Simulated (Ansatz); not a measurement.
In PBE in the plane-wave PAW code Ansatz, YTaN$_{3}$ in the trigonal phase (R3c; Y on 6a, Ta on 6a, N on 18b) relaxes to a = 5.633 Å, c = 14.183 Å. Ta has 6 nearest neighbours from 2.01 Å (octahedral). Against the elements it lies at -97 kJ/mol-atom, with no fitted shifts.

Electronic character: metallic (no gap).

The bulk modulus is 159 GPa.

The start of the workflow was typed in or built on a structure type; neither database checked (COD, Materials Project) lists it. Its standing as an ambient phase is unchecked. The cell was relaxed with PBE under the symmetry of its start; its stability against distortions is not shown here. No spin polarisation was allowed. The references are the lowest solids computed at this level, not always the standard phases (solids in place of the gases). Spin–orbit coupling is left out wherever it is not named.

Potentials: the earlier of the program's two PAW sets.
